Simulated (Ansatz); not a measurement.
Task: Name crystals whose computed values (plane-wave PAW PBEsol (Ansatz code)) fall in these windows: gap (eV) 0.50 to 0.71; HSE06 gap (eV) 0.80 to 1.1; B₀ by P(V) fit (GPa) 13 to 18.

Result: 

| crystal | gap (eV) | HSE06 gap (eV) | B₀ by P(V) fit (GPa) |
|---|---|---|---|
| Cs2TlAsI6, Fm-3m (Cs on 8c, Tl on 4b, As on 4a, I on 24e) | 0.61 | 0.94 | 16.2 |
| CsSnI3, Pnma (Cs on 4c, Sn on 4a, I on 4c, I on 8d) | 0.55 | 0.97 | 15.3 |
Others may fit too.

Standing as an ambient phase not checked: Cs2TlAsI6, Fm-3m (Cs on 8c, Tl on 4b, As on 4a, I on 24e). All cells were relaxed under the symmetry of their starts (and spin orders); stability against distortions was not tested throughout. Scalar-relativistic: spin–orbit coupling is off unless named, which matters more the heavier the elements.

Potentials: the later of the program's two PAW sets.
